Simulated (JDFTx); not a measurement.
Unstrained cell:

| Property | Value |
|---|---|
| surface | TiTe2 monolayer, Te outermost |
| bulk | TiTe2, P-3m1, lattice of mp-1907 (not re-optimised) |
| slab | 3 atoms in 3 planes, 1x1, 3.4 Å between the outermost planes |
| in-plane cell | 3.824 × 3.824 Å, 12.67 Å² |
| cell height | 19.4 Å |
| sampling | 6×6×1 k mesh, Fermi smearing 0.01 Ha, no spin polarisation |

Whether this polymorph is the ambient one wasn't checked. A free-standing single layer at the bulk's in-plane lattice is a model cell. Neither spin polarisation nor a larger cell was tried.

All numbers are PBE, GBRV ultrasoft potentials, plane waves to 20/100 Ha results from JDFTx (a modified build), not measurements. The in-plane lattice is scaled by the biaxial strain ε at a fixed k mesh and cell height, and all atoms off the mid-plane are relaxed in vacuum within the cell's symmetry. Zero strain is the lattice given, not this level's minimum.

```json
[
 {"ε (%)": "-4", "work function (eV)": "4.80"},
 {"ε (%)": "-2", "work function (eV)": "4.90"},
 {"ε (%)": "-1", "work function (eV)": "4.94"},
 {"ε (%)": "0", "work function (eV)": "4.98"},
 {"ε (%)": "1", "work function (eV)": "withheld"},
 {"ε (%)": "2", "work function (eV)": "5.05"},
 {"ε (%)": "4", "work function (eV)": "5.09"}
]
```

**Question.** Fit W = sε + W₀ to the other rows by least squares, predict the withheld value, and compare with the run.

**Answer.** The fit gives s (eV/%) = 0.0362, W₀ (eV) = 4.97, with a root-mean-square miss of 0.015 eV on its own rows. It predicts 5.00 eV; the run gives 5.02 eV, a miss of 0.02 eV.
